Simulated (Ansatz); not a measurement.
A geometry of Si$_{2}$Ni away from equilibrium: step 3 of the relaxation of a relaxed Si2Ni cell displaced along its unstable phonon at q = (½, ½, 0) of its primitive reciprocal cell (94i cm⁻¹), largest move 0.15 Å. These are PBEsol (plane waves to 420 eV, PAW, scalar-relativistic; Ansatz, an electronic-structure program) values and carry that method's errors. Γ-centred k-mesh 9×9×6 on the run's cell (coarser than for final values), Fermi–Dirac smearing 0.05 eV.

```xyz
12
Lattice="7.0784 0.0036 0.0000 3.5410 3.5410 0.0000 0.0000 0.0000 6.0866" Properties=species:S:1:pos:R:3 pbc="T T T"
Si     0.0000     0.0000     0.3567
Si     3.5392     0.0018    -0.3567
Si     1.7705     1.7705    -0.0020
Si     5.3097     1.7723     0.0020
Si     1.7672     0.0011     2.3448
Si     5.3113     0.0024     2.3448
Si     7.0791     1.7756     3.7418
Si     3.5403     1.7689     3.7418
Ni     1.4853    -0.0009     4.6033
Ni     5.5932     0.0045     4.6033
Ni     7.0811     2.0575     1.4833
Ni     3.5383     1.4871     1.4833
```

### Question
Predict the force on each atom, in eV/Å.

### Answer
```tsv
atom	Fx	Fy	Fz
Si1	0.00	0.00	0.36
Si2	0.00	0.00	-0.36
Si3	0.00	0.00	-0.01
Si4	0.00	0.00	0.01
Si5	0.36	0.00	-0.18
Si6	-0.36	0.00	-0.18
Si7	0.00	-0.36	0.18
Si8	0.00	0.36	0.18
Ni9	-0.32	0.00	-0.01
Ni10	0.32	0.00	-0.01
Ni11	0.00	0.32	0.01
Ni12	0.00	-0.32	0.01
```

### Question
What is the pressure?

### Answer
-1.0 GPa, compression positive.

No spin polarisation in the result. A magnetic state may lie lower.

The run could not lose the symmetry of its start: the end is stationary, and may be a saddle point rather than a minimum.

The end of the path is a generated cell of Si2Ni: the first start was made by placing the elements on the sites of a structure type, and the end was not matched to a known phase here, so it may be hypothetical. Known forms of Si2Ni include space group No. 225.
